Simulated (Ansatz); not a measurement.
NbNO in space group Pca2_1 (No. 29; Nb on 4a, O on 4a, N on 4a), PBEsol (plane waves, PAW; program Ansatz). The conduction-band minimum lies at Y, with 1 equivalent valley. Second derivatives d²E/dk² of the lowest band at one valley (eV·Å²), along Cartesian directions:

```tsv
direction	d²E/dk²
[100]	2.333
[010]	7.514
[001]	18.85
[110]	4.916
[101]	10.58
[011]	13.18
```

Q: Find the principal effective masses, the density-of-states mass and the conductivity mass.

A: Off-diagonal terms follow from H_xy = H[110] − (H_xx + H_yy)/2, and m*/mₑ = 7.620 eV·Å² over each eigenvalue: 0.40, 1.0, 3.3. One valley's DOS mass (m₁m₂m₃)^(1/3) = 1.1, conductivity mass 3/(Σ 1/mᵢ) = 0.80 mₑ.

Q: What effective density of states Nc follows at 300 K for parabolic valleys?

A: Nc = 2.509e19 × 1 × (1.1)^(3/2) ≈ 2.9e19 cm⁻³.

The start of the workflow was typed in or built on a structure type; neither database checked (COD, Materials Project) lists it. COD files the formula under space group No. 14. Its standing as an ambient phase is unchecked. The cell was relaxed with PBEsol under the symmetry of its start; whether a distortion lowers the energy is not shown. The workflow began spin-polarised and lost its moments. Scalar-relativistic: spin–orbit coupling is off unless named, which matters more the heavier the elements.

Potentials: the earlier of the program's two PAW sets. The files were generated under PBE; for other functionals the program regenerates the frozen cores, and for LDA and PBEsol the local potential too.

Edges and masses are those of Kohn–Sham bands, whose gap is no quasiparticle gap.
